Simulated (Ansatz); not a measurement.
Computed with DFT PBE, scalar-relativistic, plane waves, PAW in Ansatz. All cells share a 420 eV cutoff and Γ-centred k meshes spaced at most about 0.3 Å⁻¹ (about 0.25 or finer for metals, 2π included). No spin polarisation in the final relaxations.

These are static total energies at zero pressure. All come from trial cells, and lower structures may exist.

Question: These unrelaxed guesses for Sb₂S are each relaxed within their symmetry. Order them by the energy at which they end, lowest first.
A.

```
Sb S
1.0
     4.58554    0.00000    0.00000
     0.00000    4.58554    0.00000
     0.00000    0.00000    6.99682
Sb S
4 2
Direct
  0.00000 0.00000 0.00000
  0.50000 0.50000 0.00000
  0.50000 0.00000 0.27000
  0.00000 0.50000 0.73000
  0.50000 0.00000 0.70000
  0.00000 0.50000 0.30000
```

B.

```
Sb S
1.0
     3.52590    0.00000    0.00000
     0.00000    3.52590    0.00000
     0.00000    0.00000    7.70868
Sb S
2 1
Direct
  0.50000 0.50000 0.30018
  0.50000 0.50000 0.69982
  0.50000 0.50000 0.00000
```

C.

```
Sb S
1.0
    -2.39192    2.39192    2.96422
     2.39192   -2.39192    2.96422
     2.39192    2.39192   -2.96422
Sb S
2 1
Cartesian
  2.3919 0.0000 1.4821
  0.0000 2.3919 1.4821
  0.0000 0.0000 0.0000
```

D.

```
Sb S
1.0
     3.97234    0.00000    0.00000
    -1.98617    3.44014    0.00000
     0.00000    0.00000    6.08107
Sb S
2 1
Direct
  0.00000 0.00000 0.25938
  0.00000 0.00000 0.74062
  0.00000 0.00000 0.50000
```

Answer: A (ends in P4/nmm, 0 meV/atom), B (ends in P4/mmm, 148 meV/atom), D (ends in P6/mmm, 221 meV/atom), C (ends in I4/mmm, 0.37 eV/atom). Even the lowest end lies +0.10 eV/atom against the elements.

These runs have no spin–orbit coupling, which can matter for Sb. Cells relaxed within their symmetry can be saddle points. Some structure types and database cells were kept out of the candidates from the start, so a known form may be missing.
